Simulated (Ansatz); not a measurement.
# MoS2 (2H-MoS2 type, space group P6_3/mmc), scan of one atom of the cell

MoS$_{2}$ (2H-MoS2 type, space group P6_3/mmc)

```
MoS2
1.0
    3.14944     0.00000     0.00000
   -1.57472     2.72750     0.00000
    0.00000     0.00000    12.09152
Mo S
2 4
Cartesian
  0.00000   1.81833   3.02288
  1.57472   0.90917   9.06864
  0.00000   1.81833   7.50283
  1.57472   0.90917   1.45707
  1.57472   0.90917   4.58869
  0.00000   1.81833  10.63445
```

Scan: atom 6 (S, nearest neighbour Mo at 2.400 Å; its periodic images, 3.1 Å or more away, move with it) is displaced along Cartesian [111], direction (0.577, 0.577, 0.577) in Cartesian axes, by s. The other atoms stay.

The numbers are results of PBE-D3(BJ) (plane waves to 420 eV, PAW, scalar-relativistic; Ansatz, a program for electronic structure), not measurements. k mesh 10×10×3 (Γ-centred), Fermi-Dirac smearing 0.05 eV. Energies are smeared free energies. Compression counts positive. Left out: 2 of 11 points, with atoms too close for the PAW data. F∥ is the force on the atom along that direction. F⊥ is the part of the force across the line. MoS2 is run without spin polarisation. MoS2 was relaxed with its symmetry unable to fall. The PAW data are Ansatz's earlier set. ΔE is measured from the undisplaced structure.

```
s (Å)   ΔE (meV/cell)  P (GPa)  |F⊥| (eV/Å)  F∥ (eV/Å)
------  -------------  -------  -----------  ---------
-0.432           1868     11.9        3.018     10.798
-0.288            704      6.3        1.536      5.685
-0.144            150      2.5        0.617      2.247
0.000               0      0.0        0.000      0.000
0.144             111     -1.7        0.457     -1.430
0.288             385     -2.8        0.816     -2.293
0.432             752     -3.6        1.109     -2.750
0.576            1162     -4.1        1.365     -2.900
0.720            1576     -4.5        1.624     -2.812
```

Read from the data:

| Property | Result |
|---|---|
| Energy at s = 0.720 Å | 1576 meV/cell |
| Force along the line at s = -0.432 Å | 10.8 eV/Å |
| Symmetry of the curve | not even: the negative side lies higher at ±0.432 Å |
| Shape of the curve | a single well with its minimum at or next to zero displacement |
| Force constant k = d²E/ds² at s = 0 (finite differences) | 12.4 eV/Å² |
| Harmonic estimate at the end of the scan | ½ks² = 3216 meV/cell against the computed 1576 meV/cell, so the well is softer than harmonic there |

(For displaced atoms, the force is minus the slope of the energy, and its curvature is a force constant, which sets phonon frequencies.)
